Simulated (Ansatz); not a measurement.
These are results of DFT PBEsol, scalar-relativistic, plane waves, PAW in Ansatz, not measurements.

Cutoff 420 eV; k points 12×12×12 on the computed 4-atom cell (Γ-centred); Gaussian smearing, width 0.10 eV; no spin polarisation.

```yaml
crystal:
  lattice:
    - [2.30297, 1.32962, 6.66126]
    - [-2.30297, 1.32962, 6.66126]
    - [0.00000, -2.65924, 6.66126]
  atoms:
    - { symbol: Cd, position: [0.00000, 0.00000, 0.00000] }
    - { symbol: Sn, position: [0.50000, 0.50000, 0.50000] }
    - { symbol: Te, position: [0.73897, 0.73897, 0.73897] }
    - { symbol: Te, position: [0.26103, 0.26103, 0.26103] }
```

Task: Is this geometry at equilibrium? Which atom feels the largest force?

Result: It isn't. Atom 3 (Te) feels (0.00, 0.00, 0.65) eV/Å, 0.654 eV/Å in size, and symmetry-related atoms feel the same size.

Task: Give all forces and the stress.

Result:
| atom | Fx | Fy | Fz |
| --- | --- | --- | --- |
| Cd1 | 0.000 | 0.000 | 0.000 |
| Sn2 | 0.000 | 0.000 | 0.000 |
| Te3 | 0.000 | 0.000 | 0.654 |
| Te4 | 0.000 | 0.000 | -0.654 |
Stress (GPa, compression positive):
```
-3.34  0.00  0.00
 0.00 -3.34  0.00
 0.00  0.00 -0.84
```